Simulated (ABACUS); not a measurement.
ABACUS run on ZnS (F-43m, 2 atoms in the cell; from Materials Project mp-10695, lattice scaled a little): self-consistent single point.

All values come from this method and carry its errors: LDA (PW92), PseudoDojo 0.4 standard norm-conserving LDA (tails mended) pseudopotentials (plane waves; ABACUS).

```yaml
crystal:
  lattice:
    - [0.00000, 2.75752, 2.75752]
    - [2.75752, 0.00000, 2.75752]
    - [2.75752, 2.75752, 0.00000]
  atoms:
    - { symbol: Zn, position: [0.00000, 0.00000, 0.00000] }
    - { symbol: S, position: [0.25000, 0.25000, 0.25000] }
```

Reference input (self-consistent single point, DFT, LDA (PW92), plane waves, PseudoDojo 0.4 standard norm-conserving LDA (tails mended) pseudopotentials): KPT = MP 5 5 5 0 0 0; basis_type = pw; dft_functional = PWLDA; ecutwfc = 84 Ry; smearing_method = fixed; potentials = PseudoDojo 0.4 standard norm-conserving LDA (tails mended); symmetry = 1; symmetry_prec = 1e-05; ks_solver = dav_subspace; scf_nmax = 100; scf_thr = 1.0e-09 Ry; mixing_type = pulay. This run's input differs from it in these lines:

```diff
@@ -7,3 +7,3 @@
 dft_functional       PWLDA
-ecutwfc              84.0
+ecutwfc              58.8
 symmetry             1
```

The program printed (abridged):

```
 SELF-CONSISTENT
 -------------------------------------------
                                 init_chg = atomic

 PW ALGORITHM --------------- ION=   1  ELEC=   1--------------------------------
 Notice: Threshold on eigenvalues was too large.

 Density error is 0.107987387925
                          Error Threshold = 0.000407696078335
 E_KohnSham     -439.9359859679      -5985.6361644111
 E_Fermi        0.4207959004         5.7252219406

 PW ALGORITHM --------------- ION=   1  ELEC=   2--------------------------------

 Density error is 0.0575967333309
                          Error Threshold = 0.000415336107403
   [... lines left out ...]

 Density error is 1.67140117616e-08
                          Error Threshold = 1.82019421562e-09
 E_KohnSham     -439.9796431274      -5986.2301505389
 E_Fermi        0.4546742147         6.1861600539

 PW ALGORITHM --------------- ION=   1  ELEC=   7--------------------------------

 Density error is 1.80970423646e-10
                          Error Threshold = 6.42846606216e-11
 E_KohnSham     -439.9796431296      -5986.2301505693
 E_KS(sigma->0) -439.9796431296      -5986.2301505693
 E_entropy(-TS) 0.0000000000         0.0000000000
 E_Fermi        0.4546819614         6.1862654530
 charge density convergence is achieved
 final etot is -5986.2301506 eV
 EFERMI = 6.186265453 eV

 STATE ENERGY(eV) AND OCCUPATIONS    NSPIN == 1
   [... 20 lines left out ...]

 TOTAL-FORCE (eV/Angstrom)
                       Zn1         0.0000000000         0.0000000000         0.0000000000
                        S1         0.0000000000         0.0000000000         0.0000000000

 TOTAL-STRESS (KBAR)
      -528.4919168764        -0.0000000000        -0.0000000000
        -0.0000000000      -528.4919168764         0.0000000000
        -0.0000000000         0.0000000000      -528.4919168764
 TOTAL-PRESSURE: -528.491917 KBAR

 --------------------------------------------
 !FINAL_ETOT_IS -5986.2301505693294530 eV
 --------------------------------------------
```

The run converged in 7 iterations. Against the reference run the free energy goes up by 621 meV/atom and the pressure goes from -7.98 to -52.85 GPa.

This run is one point of a test of settings, so its values need not be converged; read them against the reference run alone. The structure comes from a collection of computed structures, made at another level of theory; the collection holds predicted forms beside known ones. Its lattice was then scaled.

At a cut-down plane-wave cutoff the stress holds a Pulay term: a spurious tension from the incomplete basis, which lowers the pressure; energies, forces and gaps of such rows are unconverged too.

“Tails mended”: in these copies of the files the far tail of each local potential was reset to the Coulomb form.
